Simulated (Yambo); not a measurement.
Mg2RuH6 (space group Fm-3m, No. 225), G0W0@PBEsol in Yambo with this input:

```
rim_cut
gw0
dyson
el_el_corr
HF_and_locXC
ppa
em1d
RandQpts= 1000000
RandGvec= 1 Ry
EXXRLvcs= 84 Ry
VXCRLvcs= 336 Ry
Chimod= "HARTREE"
% BndsRnXp
 13 | 169 |
%
NGsBlkXp= 10 Ry
% LongDrXp
 1.0 | 1.0 | 1.0 |
%
PPAPntXp= 27.2114 eV
% GbndRnge
 1 | 169 |
%
GTermKind= "BG"
DysSolver= "n"
ExtendOut
```

On a 4×4×4 mesh, with wavefunctions cut at 84 Ry, the gap (W → X) is 4.224 eV and the valence edge shifts by -0.420 eV.

Question: What happens with this change: 1 Ry block?

Answer: The gap rises by 0.160 eV, to 4.384 eV; the shift of the valence edge becomes -0.166 eV. Neither run is shown to be the converged limit.

Spin-orbit coupling is not included.

Geometry of the Materials Project entry, not relaxed at this level; primitive cell a = b = c = 4.6634 Å, α = β = γ = 60.00°.

The structure is a Materials Project entry; no match was found in the copy of COD used, and its stability was not checked.

A shift is the quasiparticle energy of the state minus its PBEsol energy.
